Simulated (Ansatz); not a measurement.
SrO:
```cif
data_O2Sr2
_chemical_formula_sum 'Sr2 O2'
_space_group_name_H-M_alt 'P63/mmc'
_space_group_IT_number 194
_space_group_name_Hall '-P 6c 2c'
_cell_length_a 3.54713
_cell_length_b 3.54713
_cell_length_c 6.20875
_cell_angle_alpha 90.000
_cell_angle_beta 90.000
_cell_angle_gamma 120.000
loop_
_atom_site_label
_atom_site_type_symbol
_atom_site_symmetry_multiplicity
_atom_site_Wyckoff_symbol
_atom_site_fract_x
_atom_site_fract_y
_atom_site_fract_z
_atom_site_occupancy
Sr1 Sr 2 c 0.33333 0.66667 0.25000 1
O1 O 2 a 0.00000 0.00000 0.00000 1
```

Relaxed with r²SCAN.

Problem. Give the optical modes at the zone centre with their infrared and Raman activity from DFPT, plane-wave PAW r²SCAN (Ansatz code).

Solution. Transverse frequencies, without the LO–TO term; a row sums one degenerate level.

| ω (cm⁻¹) | degeneracy | IR ((D/Å)²/amu) | Raman (Å⁴/amu) | activity | symmetry |
|---|---|---|---|---|---|
| 116 | 2 | 0.00 | 1.7 | Raman | E2g |
| 200 | 2 | 0.00 | 0 | silent | E2u |
| 226 | 1 | 21.91 | 0 | IR | A2u |
| 240 | 1 | 0.00 | 0 | silent | B1g |
| 258 | 2 | 34.17 | 0 | IR | E1u |
| 480 | 1 | 0.00 | 0 | silent | B2u |

Problem. How high does the top mode go among those that the LO–TO term moves?

Solution. 466 cm⁻¹ for q along x, 466 cm⁻¹ for q along y, 487 cm⁻¹ for q along z.

Space group P6_3/mmc (NiAs type). The first step of the workflow began from a Materials Project structure, measured or hypothetical; the Crystallography Open Database copy checked does not list it. It is not the phase usual at ambient conditions (space group No. 225). The cell was relaxed with r²SCAN under the symmetry of its start; its stability against distortions is not shown here.

Potentials: the later of the program's two PAW sets.
